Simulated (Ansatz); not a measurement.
The start is a generated trial cell of TiC in the NiAs structure type. Cell shape, volume and atoms are optimised at zero target pressure with PBE (plane waves to 420 eV, PAW, scalar-relativistic; Ansatz, a first-principles code). First-step values are on the input's coarse k-mesh.

Ansatz input (later rounds restart from its end on a renewed k-mesh):
Ansatz 0.2 input:
```yaml
crystal:
  lattice:
    - [3.9902151, 0, 0]
    - [-1.9951075, 3.4556276, 0]
    - [0, 0, 5.561383]
  atoms:
    - { symbol: Ti, position: [0, 0, 0] }
    - { symbol: Ti, position: [0, 0, 0.5] }
    - { symbol: C, position: [0.33333333, 0.66666667, 0.25] }
    - { symbol: C, position: [0.66666667, 0.33333333, 0.75] }
basis: { ecutwfc: 420, ecutrho_ratio: 4, xc_grid: 2, fft_grid_basis: typed }
kpoints: { mp_grid: { grid: [7, 7, 4] } }
hamiltonian:
  xc: pbe
  dispersion: none
  pseudopotentials: { azcp: { folder: ./paw }, kind: paw }
scf: { occupations: { method: fermi_dirac, width: 0.05 } }
relax: { f_tol: 0.01, max_steps: 100, cell: { stress_tol: 0.02 } }
output: { forces: true, stress: true }
```

* **Outcome**: The space group stays P6₃/mmc (No. 194) (the run could not lower it); the end is NiAs type, with 4 atoms in the primitive cell
* **Energy released**: 1.91 eV/atom
* **Shortest distances (start → end)**: The closest pairs of elements (up to four, under 3.6 Å), start → end: C–Ti 2.69 → 2.21 Å; Ti–Ti 2.78 → 2.69 Å; C–C 3.61 → 3.04 Å
* **Band gap at the end**: no gap (metallic)
* **Optimiser moves**: 13

Relaxed structure:

```cif
data_C2Ti2
_chemical_formula_sum 'Ti2 C2'
_space_group_name_H-M_alt 'P63/mmc'
_space_group_IT_number 194
_space_group_name_Hall '-P 6c 2c'
_cell_length_a 3.04136
_cell_length_b 3.04136
_cell_length_c 5.38111
_cell_angle_alpha 90.000
_cell_angle_beta 90.000
_cell_angle_gamma 120.000
loop_
_atom_site_label
_atom_site_type_symbol
_atom_site_symmetry_multiplicity
_atom_site_Wyckoff_symbol
_atom_site_fract_x
_atom_site_fract_y
_atom_site_fract_z
_atom_site_occupancy
Ti1 Ti 2 a 0.00000 0.00000 0.00000 1
C1 C 2 c 0.33333 0.66667 0.25000 1
```

Final values are on a 18×18×9 k-mesh of the relaxed cell. No spin polarisation in the result.

The run could not lose the symmetry of its start, so the end can be a saddle point.

All atoms sit on sites fixed by symmetry, so only the cell could relax.

The relaxed structure here is a generated cell of TiC: the first start was made by placing the elements on the sites of a structure type, and the end was not matched to a known phase here, so it may be hypothetical. Known forms of TiC include space group No. 225.
